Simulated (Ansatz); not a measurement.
## Ansatz 0.2.0, settings compared: CsPd$_{5}$S

Input:

```yaml
crystal:
  lattice:
    - [4.205149, 0.0, 0.0]
    - [0.0, 4.205149, 0.0]
    - [0.0, 0.0, 7.38572]
  atoms:
    - { symbol: Pd, position: [0.5, 0.0, 0.7262] }
    - { symbol: Pd, position: [0.0, 0.5, 0.7262] }
    - { symbol: Pd, position: [0.5, 0.0, 0.2738] }
    - { symbol: Pd, position: [0.0, 0.5, 0.2738] }
    - { symbol: Pd, position: [0.0, 0.0, 0.0] }
    - { symbol: Cs, position: [0.5, 0.5, 0.0] }
    - { symbol: S, position: [0.0, 0.0, 0.5] }
  symmetry: { tolerance: 0.0003 }
kpoints:
  mp_grid: { grid: [4, 4, 3], shift: [0, 0, 0] }
magnetization:
  spin_polarized: false
scf:
  occupations: { method: fermi_dirac }
hamiltonian:
  pseudopotentials: { kind: paw }
  xc: pbe
basis:
  ecutwfc: 420
output:
  forces: true
  stress: true
  eigenvalues: true
```

Launch command:

```bash
ansatz run input.yaml --threads 1 --pin off --max-ram 2560MiB --backend cpu --events-out ev --progress --plain --runs-dir out
```

Origin of the cell: a known structure type with other elements, at an estimated volume, so it need not be a known compound.

The smearing width isn't typed, so it takes its default of 0.1 eV.

Output of this run (shortened):

```
Pseudopotentials: kind: paw
Pseudopotential: Pd, paw, valence charge 18, recommended cutoff 420 eV (normal), Pd.paw.azcp
Pseudopotential: Cs, paw, valence charge 9, recommended cutoff 420 eV (normal), Cs.paw.azcp
Pseudopotential: S, paw, valence charge 6, recommended cutoff 420 eV (normal), S.paw.azcp
Functional definition: PBE
  exchange = pbe_x(kappa = kappa, mu = beta*pi^2/3)
  correlation = pbe_c(beta = beta)
Crystal: 7 atoms, lattice volume = 130.604 Å³
Basis set: ecut = 420 eV, 2525 PW (Γ), exchange–correlation on 60×60×100 points (8 copies of the dense FFT grid, shifted against one another)
Bands: 63, of which v1, the nominal top of the filled ones, is band 53 counted from 1 (52 counted from 0)
Symmetry: 16 space group operations
Space group: P4/mmm (ITA 123), of the structure as read, at distance tolerance 1.5e-3 Å
[… 7 lines left out …]
Initial density: superposition of atomic densities (neutral atoms: chi_scale 0, normalization atom), corrected by the library's trained network
Functional: x = pbe(κ = 0.804, μ = 0.219515), c = pbe(β = 0.066725)
SCF iter   1: F=—  HF=-41434.526332 eV  Δρ=8.46e-3  dr2=1.91e-1  defer=8
SCF iter   2: F=—  HF=-41434.519061 eV  Δρ=4.40e-3  dr2=2.61e-2  defer=22
SCF iter   3: F=—  HF=-41434.515108 eV  Δρ=1.77e-3  dr2=4.07e-3  defer=22
SCF iter   4: F=—  HF=-41434.514328 eV  Δρ=2.77e-4  dr2=2.20e-4  defer=22
SCF iter   5: F=—  HF=-41434.514304 eV  Δρ=6.20e-5  dr2=5.42e-6  defer=22
SCF iter   6: F=—  HF=-41434.514495 eV  Δρ=2.43e-5  dr2=1.61e-6  defer=22
SCF iter   7: F=—  HF=-41434.514495 eV  Δρ=8.18e-6  dr2=1.55e-7  defer=22
SCF iter   8: F=-41434.514495 eV  HF=-41434.514495 eV  Δρ=3.15e-6  dr2=1.87e-8
SCF 1 converged in 8 iterations: F = -41434.514495 eV  dr2 = 1.87e-8
SCF converged after 8 iterations
Free energy (F): -41434.514495 eV
Harris-Foulkes:  -41434.514495 eV  (|F-HF|=1.44e-8)
Internal energy: -41434.361626 eV  (E = F + TS)
E sigma→0 (E₀):  -41434.438060 eV
Entropy (-TS):   -0.152869 eV (-21.838 meV/atom)
Fermi energy:    14.399525 eV
--- Per-component energies (eV) ---
  E_band       = -1049.849334
  E_kinetic    = 2829.928630
  E_local      = -12079.044312  (includes V_loc(G=0)·N_el)
  E_nonlocal   = 1155.301048
  E_hartree    = 4999.428541
  E_xc         = -1113.049599
  E_vxc        = -1269.971419  (∫ρ·V_xc dr)
  E_paw        = -24426.507378  (= ΣΔE_a)
  E_vpaw       = -1684.932505  (= ΣTr[D̂ρ^β])
  E_aug_tail   = 0.001040  (compensation charges beyond the density's cutoff)
  E_ewald      = -12800.419595
  E_smearing   = -0.152869  (= −TS)
  Σ components = -41434.514495   (vs F -41434.514495, Δ=0.00e0)
--- Forces (eV/Å), atoms counted from 1 ---
  atom   1  Pd     0.000000     0.000000    -1.524730
  atom   2  Pd     0.000000     0.000000    -1.524730
  atom   3  Pd     0.000000     0.000000     1.524730
  atom   4  Pd     0.000000     0.000000     1.524730
  atom   5  Pd    -0.000000    -0.000000     0.000000
  atom   6  Cs     0.000000     0.000000     0.000000
  atom   7  S     -0.000000    -0.000000     0.000000
  max |Σ_I F_I| component: 2.22e-16 eV/Å
--- Stress (GPa, compression-positive) ---
       -0.121280       0.000000       0.000000
        0.000000      -0.121280       0.000000
        0.000000       0.000000       0.632690
  P = ⅓ Tr σ = 0.1300 GPa (1.300 kbar)
```

The same input was run again with these changes:

1. `kpoints.mp_grid.grid` [4, 4, 3] → [3, 3, 2]
2. `scf.occupations.width` default → 0.01; `crystal.symmetry` { tolerance: 0.0003 } → { detect: false }
3. `scf.algorithm` default → density_mixing; `hamiltonian.xc` pbe → revpbe
4. `basis.ecutwfc` 420 → "80 eV"; `scf.max_iter` default → 75

| run | end | SCF iterations | P (GPa) | max force component (eV/Å) | moment (μB) | ΔE(σ→0) (meV/atom) |
| --- | --- | --- | --- | --- | --- | --- |
| base | converged | 8 | 0.13 | 1.525 | – | 0 |
| 1 | converged | 8 | 0.14 | 1.571 | – | -5.08 |
| 2 | converged | 10 | -0.07 | 1.535 | – | 0.99 |
| 3 | converged | 7 | 2.49 | 1.552 | – | – |
| 4 | converged | 12 | -158.24 | 4.136 | – | 313407.83 |

Energies are compared only where functional, datasets, charge and starting cell are the same.

Not properties of the system: run 1 (too coarse or loose: `kpoints.mp_grid.grid` = [3, 3, 2]), run 4 (a cutoff far too low).

Caveats of the base run: no moments, though an odd count or open d shells may carry them; the k mesh is coarse if the cell is a metal.

Run 3: forces of this functional can be a tenth off on datasets made under PBE.
Run 4: the cutoff lies below the datasets' advice.

The base run ran for 6 s on 1 thread of Arm Neoverse V1, on a shared host, peak memory 0.41 GiB, from the program's own first density.
